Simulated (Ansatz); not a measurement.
LaZn$_{5}$:
```cif
data_LaZn5
_chemical_formula_sum 'La1 Zn5'
_space_group_name_H-M_alt 'P6/mmm'
_space_group_IT_number 191
_space_group_name_Hall '-P 6 2'
_cell_length_a 5.42473
_cell_length_b 5.42473
_cell_length_c 4.20273
_cell_angle_alpha 90.000
_cell_angle_beta 90.000
_cell_angle_gamma 120.000
loop_
_atom_site_label
_atom_site_type_symbol
_atom_site_symmetry_multiplicity
_atom_site_Wyckoff_symbol
_atom_site_fract_x
_atom_site_fract_y
_atom_site_fract_z
_atom_site_occupancy
La1 La 1 a 0.00000 0.00000 0.00000 1
Zn1 Zn 2 c 0.33333 0.66667 0.00000 1
Zn2 Zn 3 g 0.50000 0.50000 0.50000 1
```

Relaxed at zero pressure with r²SCAN in the plane-wave PAW code Ansatz.

Question: The volume is raised by 6 % and shape and atoms relax at that volume. What pressure results, and how do the axes share the change?

Answer: -4.1 GPa; a 2.2 %, b 2.2 %, c 1.5 %; the energy rises by 14 meV/atom.

Question: Give the new structure.

Answer: 
Space group P6/mmm (No. 191); a = 5.542 Å, b = 5.542 Å, c = 4.268 Å, α = 90.00°, β = 90.00°, γ = 120.00°

```tsv
atom	site	symmetry	x	y	z
La	1a	6/mmm	0.0000	0.0000	0.0000
Zn	2c	-6m2	0.3333	0.6667	0.0000
Zn	3g	mmm	0.5000	0.5000	0.5000
```

The phase is kept; no other phase was compared at this pressure.

The workflow started from an entry of the Crystallography Open Database (COD, 296 K). Its standing as an ambient phase is unchecked. The r²SCAN relaxation kept the symmetry of its start; whether a distortion lowers the energy is not shown. Axis ratios of metals converge slowly with the k-mesh, so a and c are less sure than the volume. Spin–orbit coupling is left out wherever it is not named.

Potentials: the later of the program's two PAW sets.
